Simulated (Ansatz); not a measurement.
How far is PAW off for Pt3Pb?

```
CELL_PARAMETERS angstrom
4.05800 0.00000 0.00000
0.00000 4.05800 0.00000
0.00000 0.00000 4.05800
ATOMIC_POSITIONS crystal
Pt 0.00000 0.50000 0.50000
Pt 0.50000 0.00000 0.50000
Pt 0.50000 0.50000 0.00000
Pb 0.00000 0.00000 0.00000
```

Atoms are numbered in the order listed.

The geometry is COD entry 1523554, unchecked; take it as a test cell.

Spin–orbit coupling is left out, though it moves levels of the heavy atoms by tenths of an eV or more.

All numbers are computed: DFT, LDA, PAW with Ansatz's default frozen-core files, scalar-relativistic (Ansatz 0.2.0); DFT, LDA, all-electron LAPW, scalar-relativistic (Ansatz 0.2.0).

For PAW: a Γ-centred 9×9×9 k mesh, Fermi–Dirac smearing of 0.03 eV, cutoff 420 eV, no spin polarisation; the PAW files were made with PBE, and the program remakes their frozen cores for this functional. LAPW targets a basis error of 1 meV/atom. The Ansatz runs share mesh, smearing and spin set-up. Plane-wave (PAW) pressures include the program's estimate of the Pulay term.

Stress and pressure are positive in compression.

Levels count from the Fermi level.

PAW results:

```csv
quantity,PAW
pressure (GPa),-2.88
highest filled level at Γ (eV),-0.425
lowest empty level at Γ (eV),0.079
highest filled level at X (eV),-1.109
lowest empty level at X (eV),0.083
highest filled level at M (eV),-1.538
lowest empty level at M (eV),0.845
```

What does full-potential LAPW give for the same quantities?


```
                      quantity    LAPW
                pressure (GPa)   -2.86
highest filled level at Γ (eV)  -0.424
  lowest empty level at Γ (eV)   0.079
highest filled level at X (eV)  -1.110
  lowest empty level at X (eV)   0.083
highest filled level at M (eV)  -1.537
  lowest empty level at M (eV)   0.845
```
